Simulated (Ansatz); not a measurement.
WSi$_{2}$ (MoSi2 type, space group I4/mmm)

```
WSi2
1.0
   -1.61458     1.61458     3.93362
    1.61458    -1.61458     3.93362
    1.61458     1.61458    -3.93362
W Si
1 2
Cartesian
  0.00000   0.00000   0.00000
  0.00000   0.00000   2.63222
  0.00000   0.00000   5.23502
```

In this cell atom 1 (W, nearest neighbour Si at 2.628 Å; its periodic images, 3.2 Å or more away, move with it) is moved by s along Cartesian z, unit vector (0.000, 0.000, 1.000); all other atoms and the cell stay fixed.

The numbers are results of PBE (plane waves to 420 eV, PAW, scalar-relativistic; Ansatz, a quantum-chemistry and plane-wave program), not measurements. k mesh 16×16×16 (Γ-centred), Fermi-Dirac smearing 0.05 eV. E stands for the smeared free energy. Left out: 4 of 11 points, with atoms too close for the PAW data. With partly filled bands, energies and forces of such displacements shift with the k mesh and the smearing. Spin-orbit coupling is left out, though W is heavy. WSi2 is run without spin polarisation. WSi2 was relaxed with its symmetry unable to fall. ΔE is measured from the undisplaced structure. The last digit holds for this mesh only.

```csv
s (Å),ΔE (meV/cell)
-0.474,1797.0
-0.316,738.5
-0.158,176.4
0.000,0.0
0.158,176.4
0.316,738.5
0.474,1797.0
```

### Question
What force constant k = d²E/ds² at s = 0 does the table give?

### Answer
14 eV/Å². It is the second difference of the nearest points, corrected with the next pair.

### Question
With k = 13.89 eV/Å² from the forces, is the well harmonic out to s = 0.474 Å?

### Answer
½ks² = 1560 meV/cell against the computed 1797 meV/cell, so the well is stiffer than harmonic there.

(A displaced cell: forces are minus the slopes of the energy, force constants its curvatures, and phonons follow from these.)
